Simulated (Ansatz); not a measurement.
ScPd3C:
```yaml
crystal:
  lattice:
    - [4.20177, 0.00000, 0.00000]
    - [0.00000, 4.20177, 0.00000]
    - [0.00000, 0.00000, 4.20177]
  atoms:
    - { symbol: Sc, position: [0.00000, 0.00000, 0.00000] }
    - { symbol: Pd, position: [0.00000, 0.50000, 0.50000] }
    - { symbol: Pd, position: [0.50000, 0.00000, 0.50000] }
    - { symbol: Pd, position: [0.50000, 0.50000, 0.00000] }
    - { symbol: C, position: [0.50000, 0.50000, 0.50000] }
```

Relaxed with PBE. Special points in fractions of this cell's reciprocal vectors: Γ (0.000, 0.000, 0.000); X (0.000, 0.500, 0.000); M (0.500, 0.500, 0.000); R (0.500, 0.500, 0.500).

Question: List the band energies nearest the Fermi level at these points for the program Ansatz at the PBE with spin–orbit coupling level (PAW).

Answer: In eV from the Fermi level; about four levels below and three above (degenerate sets whole), none deeper than 8.9 eV; points with the same levels are listed once.

| k | below | above |
|---|---|---|
| Γ | -1.37 -1.37 -1.37 -1.37 | 1.26 1.26 1.26 1.26 |
| X | -0.26 -0.26 -0.23 -0.23 | 0.88 0.88 0.93 0.93 |
| M | -0.46 -0.46 -0.25 -0.25 | 0.85 0.85 0.87 0.87 |
| R | -0.18 -0.18 -0.18 -0.18 -0.03 -0.03 | 0.21 0.21 0.28 0.28 0.28 0.28 |

Space group Pm-3m (anti-perovskite). The start of the workflow was typed in or built on a structure type; neither database checked (COD, Materials Project) lists it. Whether it is the stable phase at ambient conditions was not checked. The PBE relaxation kept the symmetry of its start; its stability against distortions is not shown here. No spin polarisation was allowed.

Potentials: the earlier of the program's two PAW sets.
